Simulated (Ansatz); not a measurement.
Values for one crystal, relaxed and computed with DFT-r²SCAN in the program Ansatz with PAW potentials; other levels are named.

| Quantity | Result |
|---|---|
| Volume per atom | 14.14 Å³ |
| Electronic character | metallic (no gap) |
| Formation energy from the elements (no fitted shifts) | -0.25 eV/atom |
| Density of states at the Fermi level | 1.0 states/eV per atom (mean over ±0.08 eV) |

### Question
Pick the material that matches.
(A) GdRh, CsCl type
(B) TaTc, CsCl type
(C) Tc3Ir, P6_3/mmc (Tc on 6h, Ir on 2d)
(D) ZnAg3, P6_3/mmc (Zn on 2d, Ag on 6h)

### Answer
C, Tc3Ir, P6_3/mmc (Tc on 6h, Ir on 2d)

The first step of the workflow began from a Materials Project structure, measured or hypothetical; the Crystallography Open Database copy checked does not list it. With Tc and Ir taken as one species the cell has the higher symmetry P6_3/mmc, so it may be an ordered model of a mixed-site phase. Whether it is the stable phase at ambient conditions was not checked. The r²SCAN relaxation kept the symmetry of its start; its stability against distortions is not shown here. The run is not spin-polarised. The references are the lowest solids computed at this level, not always the standard phases. Spin–orbit coupling is left out wherever it is not named.

Potentials: the later of the program's two PAW sets.
